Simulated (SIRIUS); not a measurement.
Energy against volume for SrTiO₃ (Pm-3m, 5 atoms in the cell; from Materials Project mp-5229): the cell is scaled uniformly, and the atoms keep their fractional positions.

```xyz
5
Lattice="3.9127 0.0000 0.0000 0.0000 3.9127 0.0000 0.0000 0.0000 3.9127" Properties=species:S:1:pos:R:3 pbc="T T T"
Sr     0.0000     0.0000     0.0000
Ti     1.9564     1.9564     1.9564
O      1.9564     0.0000     1.9564
O      0.0000     1.9564     1.9564
O      1.9564     1.9564     0.0000
```

Computed with PBE, GBRV PBE ultrasoft pseudopotentials (plane waves; SIRIUS 7.12.0).

Held fixed: parameters.ngridk = 9 9 9; parameters.xc_functionals = [XC_GGA_X_PBE, XC_GGA_C_PBE]; parameters.gk_cutoff = 6.325 1/bohr; parameters.pw_cutoff = 14.143 1/bohr; parameters.smearing = gaussian; parameters.smearing_width = 0.00183747 Ha; potentials = GBRV PBE ultrasoft pseudopotentials; parameters.electronic_structure_method = pseudopotential; parameters.num_bands = 24; parameters.num_mag_dims = 0; parameters.num_dft_iter = 100; parameters.energy_tol = 1e-07 Ha; parameters.density_tol = 1e-06; mixer.type = anderson; mixer.beta = 0.5; mixer.use_hartree = true.

The structure comes from a collection of computed structures, made at another level of theory; the collection holds predicted forms beside known ones.

```csv
V (Å³/atom),V/V(base),"ΔF (meV/atom, from the lowest row)",pressure (GPa)
11.261,0.940,46.3,16.56
11.501,0.960,25.1,11.73
11.740,0.980,10.8,7.39
11.860,0.990,5.9,5.38
11.980,1.000,2.6,3.48
12.100,1.010,0.7,1.68
12.220,1.020,0.0,-0.03
12.459,1.040,2.3,-3.19
12.699,1.060,9.2,-6.03
```

Question: Estimate the equilibrium volume and the bulk modulus from these points.

Answer: A third-order Birch-Murnaghan fit gives V0 = 12.22 Å³/atom and B0 = 170 GPa (largest residual 0.02 meV/atom). V0 and B0 belong to these fixed fractional positions and this cell shape; relaxing them, where they are free, usually lowers B0.
